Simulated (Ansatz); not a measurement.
Theory: DFT PBE, scalar-relativistic, plane waves, PAW (Ansatz). All cells share a 420 eV cutoff and Γ-centred k meshes spaced at most about 0.3 Å⁻¹ (about 0.25 or finer for metals, 2π included). No spin polarisation in the final relaxations.

Temperature and zero-point effects are left out.

Two relaxed structures of Y₂Si₃O:

A.

```xyz
6
Lattice="5.6342 0.0000 0.0000 -2.8171 4.8793 0.0000 0.0000 0.0000 4.8232" Properties=species:S:1:pos:R:3 pbc="T T T"
Y     0.0000    3.2529    2.4116
Y     2.8171    1.6264    2.4116
Si    2.8171    0.0000    0.0000
Si   -1.4085    2.4397    0.0000
Si    1.4085    2.4397    0.0000
O     0.0000    0.0000    0.0000
```

B.

```xyz
6
Lattice="3.9629 0.0000 0.0000 -1.9815 3.4320 0.0000 0.0000 0.0000 7.8574" Properties=species:S:1:pos:R:3 pbc="T T T"
Y     0.0000    2.2880    1.9417
Y     0.0000    2.2880    5.9157
Si    1.9815    1.1440    3.9287
Si    0.0000    0.0000    0.0000
Si    0.0000    0.0000    3.9287
O     1.9815    1.1440    0.0000
```

Question: Which form is favoured at zero pressure, and by what margin per atom?

Answer: B is lower, by 0.71 eV/atom. A has space group P6/mmm (No. 191), 22.1 Å³/atom and no gap on its mesh; B has space group P-6m2 (No. 187), 17.8 Å³/atom and no gap. The shortest distance is 2.82 Å (Si–O and Si–Si) in A and 2.29 Å (Si–O and Si–Si) in B. B holds Si–Si nets (shortest 2.29 Å); in A the shortest Si–Si distance is 2.82 Å, near bonding range too. The denser one is the lower, and pressure would at first widen the difference. In A, Y has 6 Si at 2.91 Å and 3 Y at 3.25 Å; Si is surrounded by 2 O at 2.82 Å, 4 Si at 2.82 Å and 4 Y at 2.91 Å; O has 6 Si at 2.82 Å (long contacts). In B, around Y lie 9 Si at 3.00–3.03 Å and 3 O at 3.00 Å; Si on its first site has 3 Si at 2.29 Å and 6 Y at 3.03 Å; O has 3 Si at 2.29 Å and 6 Y at 3.00 Å; 2 more sites not described. Both come from invented guesses. A third cell relaxed alike, in C2/m, lies 0.45 eV/atom below the lower of the two.

Cells relaxed within their symmetry can be saddle points.
